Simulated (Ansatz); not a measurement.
Consider the following.

CdSe (zinc blende), conventional cell a = 6.134 Å, b = 6.134 Å, c = 6.134 Å, α = 90.00°, β = 90.00°, γ = 90.00°. The calculation uses the primitive cell of 2 atoms, to which meshes and values per cell refer.

This relaxed cell (volume V₀) is scaled evenly in all directions, its shape held. Symmetry pins the atoms to their sites.

Calculation: r2SCAN (plane waves to 500 eV, PAW, scalar-relativistic; Ansatz, a first-principles code). k mesh 10×10×10 (Γ-centred), Fermi-Dirac smearing 0.05 eV. The energy includes the smearing's −TS. Compression counts positive. CdSe was relaxed with its symmetry unable to fall. The zero of ΔE is the relaxed starting cell.

The scan covers V/V₀ from 0.840 to 1.160 in 13 points.

What is ΔE at V/V₀ = 0.840?

163.8 meV/atom.

What pressure does the cell carry at V/V₀ = 0.840?

13.4 GPa.

What is ΔE at V/V₀ = 1.160?

90.2 meV/atom.

(Under strain, the slope of the energy per volume gives the stress and its curvature an elastic modulus.)
